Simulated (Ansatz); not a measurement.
The relaxed structure here is a generated cell of NbN: the first start was made by a random draw of sites in a space group, and the end was not matched to a known phase here, so it may be hypothetical. Known forms of NbN include space group No. 225.

One stationary structure of NbN. Space group Pm-3m (No. 221), CsCl type. The numbers are results of PBEsol (plane waves to 420 eV, PAW, scalar-relativistic; Ansatz, a quantum-chemistry and plane-wave program), not measurements.

Space group Pm-3m (No. 221); a = 2.711 Å, b = 2.711 Å, c = 2.711 Å, α = 90.00°, β = 90.00°, γ = 90.00°

| atom | site | symmetry | x | y | z |
|---|---|---|---|---|---|
| N | 1b | m-3m | 0.5000 | 0.5000 | 0.5000 |
| Nb | 1a | m-3m | 0.0000 | 0.0000 | 0.0000 |

Volume per atom: 9.96 Å³
Band gap: no gap (metallic)
Shortest distances: N–Nb 2.35 Å; N–N 2.71 Å; Nb–Nb 2.71 Å
k-mesh: 12×12×12

Band energies at high-symmetry points (eV from the Fermi level; labels of this space group; no spin-orbit coupling), from −5 eV up to 3.0 eV:

| point | energies |
|---|---|
| Γ | -4.72 -4.72 -2.18 -2.18 -2.18 |
| X | -4.36 -4.36 -3.57 |
| M | -2.96 -1.64 0.43 0.43 0.84 |
| R | – |

No spin polarisation in the result.

The run could not lose the symmetry of its start, so the end can be a saddle point.
